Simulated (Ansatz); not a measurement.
# Si: course of a relaxation

Computed with DFT r2SCAN, scalar-relativistic, plane waves, PAW (Ansatz). Run with 500 eV cutoff, 12×12×6 k-mesh, Gaussian smearing of 0.10 eV, no spin polarisation.

What was changed in C: C → Si on all its sites, cell and atoms relaxed.

Command:

```bash
ansatz run input.yaml --threads 1 --pin off --max-ram 2560MiB --backend cpu --events-out ev --progress --plain --runs-dir out
```

Input:

```yaml
crystal:
  lattice:
    - [1.9507254888, -3.3512851096, 0.0]
    - [1.9507254888, 3.3512851096, 0.0]
    - [0.0, 0.0, 7.8868060208]
  atoms:
    - { symbol: Si, position: [0.0831319194, 0.9168680806, 0.750500399] }
    - { symbol: Si, position: [0.5831319194, 0.4168680806, 0.249499601] }
    - { symbol: Si, position: [0.9168680806, 0.0831319194, 0.249499601] }
    - { symbol: Si, position: [0.4168680806, 0.5831319194, 0.750500399] }
basis:
  ecutwfc: 500
kpoints:
  mp_grid: { grid: [12, 12, 6] }
hamiltonian:
  xc: r2scan
scf:
  occupations: { method: gaussian, width: 0.1 }
output:
  forces: true
  stress: true
  eigenvalues: true
relax:
  adjacent_minimum: "off"
  f_tol: 0.01
  max_steps: 60
  cell: { stress_tol: 0.1 }
```

F is the free energy. Steps run on the plane waves of an earlier cell, but the last one, and at times one on the way, on a freshly chosen basis, so a repeated geometry can differ a little in energy.

Steps:

```json
{"step": "1", "F − F(1) (eV)": "0.0000", "largest force component (eV/Å)": "0.021", "V (Å³/atom)": "25.780", "P (GPa)": "-0.05"}
{"step": "2", "F − F(1) (eV)": "0.0000", "largest force component (eV/Å)": "0.007", "V (Å³/atom)": "25.716", "P (GPa)": "-0.03"}
{"step": "3", "F − F(1) (eV)": "-0.0003", "largest force component (eV/Å)": "0.001", "V (Å³/atom)": "25.714", "P (GPa)": "-0.03"}
{"step": "4", "F − F(1) (eV)": "-0.0003", "largest force component (eV/Å)": "0.001", "V (Å³/atom)": "25.714", "P (GPa)": "-0.03"}
```

Relaxed structure:

```yaml
crystal:
  lattice:
    - [1.94795, -3.35566, 0.00000]
    - [1.94795, 3.35566, 0.00000]
    - [0.00000, 0.00000, 7.86769]
  atoms:
    - { symbol: Si, position: [0.08337, 0.91663, 0.74989] }
    - { symbol: Si, position: [0.58337, 0.41663, 0.25011] }
    - { symbol: Si, position: [0.91663, 0.08337, 0.25011] }
    - { symbol: Si, position: [0.41663, 0.58337, 0.74989] }
```

Symmetry: Fmmm, No. 69, orthorhombic system. The conventional cell has a = 3.896 Å, b = 6.711 Å, c = 7.868 Å, α = 90.00°, β = 90.00°, γ = 90.00°. Si (site symmetry m2m) has 3 Si at 2.24 to 2.25 Å as nearest neighbours.

The run converged. It took 2.2 min on 1 thread of Arm Neoverse V2 (shared host), peak memory 0.77 GiB.